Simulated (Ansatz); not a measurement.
**Stability checks on a candidate for GePt**

It was relaxed at this level from a cell as deposited in COD.

All numbers below come from DFT PBE, scalar-relativistic, plane waves, PAW in Ansatz 0.2.0. The final run on the 8-atom cell used 420 eV, a Γ-centred 6×10×6 mesh, 0.10 eV smearing and no spin polarisation.

```cif
data_structure
_symmetry_space_group_name_H-M 'Pnma'
_symmetry_Int_Tables_number 62
_cell_length_a 5.8275
_cell_length_b 3.7444
_cell_length_c 6.1907
_cell_angle_alpha 90.000
_cell_angle_beta 90.000
_cell_angle_gamma 90.000
_cell_volume 135.08
loop_
_atom_site_label
_atom_site_type_symbol
_atom_site_symmetry_multiplicity
_atom_site_Wyckoff_symbol
_atom_site_fract_x
_atom_site_fract_y
_atom_site_fract_z
_atom_site_occupancy
Ge1 Ge 4 c 0.81324 0.75000 0.58743 1
Pt1 Pt 4 c 0.00200 0.75000 0.19294 1
```

Energies over the elements count from the elements' standard structures at the same level, with no fitted energy shifts.

Task: These tests were run: energy against the elements; phonons on a 1×2×1 q mesh. What do they show?

Result:

```
                       test                         result
energy against the elements                  −0.47 eV/atom
  phonons on a 1×2×1 q mesh  no imaginary mode on the mesh
```

It fails none of these tests. Competing phases weren't compared here.

Spin–orbit coupling, which can matter for Pt, is left out. The run for the phonons used a 6×10×6 k mesh and Fermi–Dirac smearing of 0.15 eV.
